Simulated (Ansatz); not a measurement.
# Where the states of RbLuSe2 lie

```cif
data_structure
_symmetry_space_group_name_H-M 'P 1'
_symmetry_Int_Tables_number 1
_cell_length_a 8.2245
_cell_length_b 8.2245
_cell_length_c 8.2245
_cell_angle_alpha 29.079
_cell_angle_beta 29.079
_cell_angle_gamma 29.079
_cell_volume 116.24
loop_
_atom_site_label
_atom_site_type_symbol
_atom_site_fract_x
_atom_site_fract_y
_atom_site_fract_z
_atom_site_occupancy
Rb1 Rb 0.00000 0.00000 0.00000 1
Lu1 Lu 0.50000 0.50000 0.50000 1
Se1 Se 0.23179 0.23179 0.23179 1
Se2 Se 0.76821 0.76821 0.76821 1
```

The runs use the primitive cell with vectors (2.065, 1.192, 7.871), (-2.065, 1.192, 7.871), (0.000, -2.384, 7.871) Å, to which the k mesh refers.

Structure: COD 4318778, as refined from experiment and not relaxed.

No spin–orbit coupling, which matters for the heavy atoms here.

Theory: DFT, PBEsol, all-electron LAPW, scalar-relativistic (Ansatz 0.2.0).

The runs use a Γ-centred 7×7×7 k mesh, Fermi–Dirac smearing of 0.03 eV, basis error target 1 meV/atom, no spin polarisation.

States per eV and cell, averaged over 0.4 eV, from -9.9 to 5.9 eV, with energies (bin centres) from the valence-band top; empty bins are left out. The partial columns, the largest 4 alone, are projections on Löwdin-orthogonalised atomic shells (those that the program's projection atoms carry: the occupied ones and, for some elements, an empty d or f shell; other empty shells have no column), summed over atoms of an element. Weights on diffuse s and p shells depend on that basis and aren't pure angular character.

```json
{"E (eV)": "-9.8", "total": "0.03", "Lu 4f": "0.00", "Se 4p": "0.00", "Lu 5d": "0.00", "Rb 5s": "0.00"}
{"E (eV)": "-4.2", "total": "35.00", "Lu 4f": "34.76", "Se 4p": "0.19", "Lu 5d": "0.01", "Rb 5s": "0.00"}
{"E (eV)": "-3.8", "total": "0.08", "Lu 4f": "0.00", "Se 4p": "0.05", "Lu 5d": "0.01", "Rb 5s": "0.00"}
{"E (eV)": "-3.4", "total": "2.37", "Lu 4f": "0.04", "Se 4p": "1.53", "Lu 5d": "0.31", "Rb 5s": "0.03"}
{"E (eV)": "-3.0", "total": "2.55", "Lu 4f": "0.04", "Se 4p": "1.69", "Lu 5d": "0.28", "Rb 5s": "0.03"}
{"E (eV)": "-2.6", "total": "3.82", "Lu 4f": "0.01", "Se 4p": "3.08", "Lu 5d": "0.47", "Rb 5s": "0.11"}
{"E (eV)": "-2.2", "total": "1.69", "Lu 4f": "0.01", "Se 4p": "1.26", "Lu 5d": "0.31", "Rb 5s": "0.04"}
{"E (eV)": "-1.8", "total": "6.57", "Lu 4f": "0.03", "Se 4p": "4.99", "Lu 5d": "1.26", "Rb 5s": "0.08"}
{"E (eV)": "-1.4", "total": "5.21", "Lu 4f": "0.03", "Se 4p": "4.19", "Lu 5d": "0.79", "Rb 5s": "0.03"}
{"E (eV)": "-1.0", "total": "4.60", "Lu 4f": "0.04", "Se 4p": "4.06", "Lu 5d": "0.28", "Rb 5s": "0.05"}
{"E (eV)": "-0.6", "total": "2.49", "Lu 4f": "0.02", "Se 4p": "2.25", "Lu 5d": "0.10", "Rb 5s": "0.03"}
{"E (eV)": "-0.2", "total": "0.64", "Lu 4f": "0.01", "Se 4p": "0.60", "Lu 5d": "0.02", "Rb 5s": "0.00"}
{"E (eV)": "1.8", "total": "0.07", "Lu 4f": "0.00", "Se 4p": "0.00", "Lu 5d": "0.05", "Rb 5s": "0.01"}
{"E (eV)": "2.2", "total": "0.91", "Lu 4f": "0.00", "Se 4p": "0.07", "Lu 5d": "0.65", "Rb 5s": "0.05"}
{"E (eV)": "2.6", "total": "2.21", "Lu 4f": "0.00", "Se 4p": "0.19", "Lu 5d": "1.53", "Rb 5s": "0.16"}
{"E (eV)": "3.0", "total": "1.93", "Lu 4f": "0.00", "Se 4p": "0.14", "Lu 5d": "1.32", "Rb 5s": "0.15"}
{"E (eV)": "3.4", "total": "1.80", "Lu 4f": "0.00", "Se 4p": "0.13", "Lu 5d": "1.21", "Rb 5s": "0.19"}
{"E (eV)": "3.8", "total": "3.66", "Lu 4f": "0.00", "Se 4p": "0.35", "Lu 5d": "2.08", "Rb 5s": "0.45"}
{"E (eV)": "4.2", "total": "3.44", "Lu 4f": "0.00", "Se 4p": "0.25", "Lu 5d": "1.86", "Rb 5s": "0.31"}
{"E (eV)": "4.6", "total": "5.13", "Lu 4f": "0.00", "Se 4p": "0.27", "Lu 5d": "2.75", "Rb 5s": "0.37"}
{"E (eV)": "5.0", "total": "3.41", "Lu 4f": "0.00", "Se 4p": "0.21", "Lu 5d": "1.27", "Rb 5s": "0.47"}
{"E (eV)": "5.4", "total": "4.92", "Lu 4f": "0.00", "Se 4p": "0.58", "Lu 5d": "1.73", "Rb 5s": "0.29"}
{"E (eV)": "5.8", "total": "5.67", "Lu 4f": "0.00", "Se 4p": "0.69", "Lu 5d": "1.64", "Rb 5s": "0.13"}
```

(1) Which of the resolved shells contributes most in the top eV of the valence band?

(2) Where is the centre of the filled Lu 4f states between -13 eV and the top of the filled states?

## Answers

(1) Se 4p, with 90 % of all states there; Lu 5d follows with 5 %.

(2) -4.26 eV from the valence-band top.
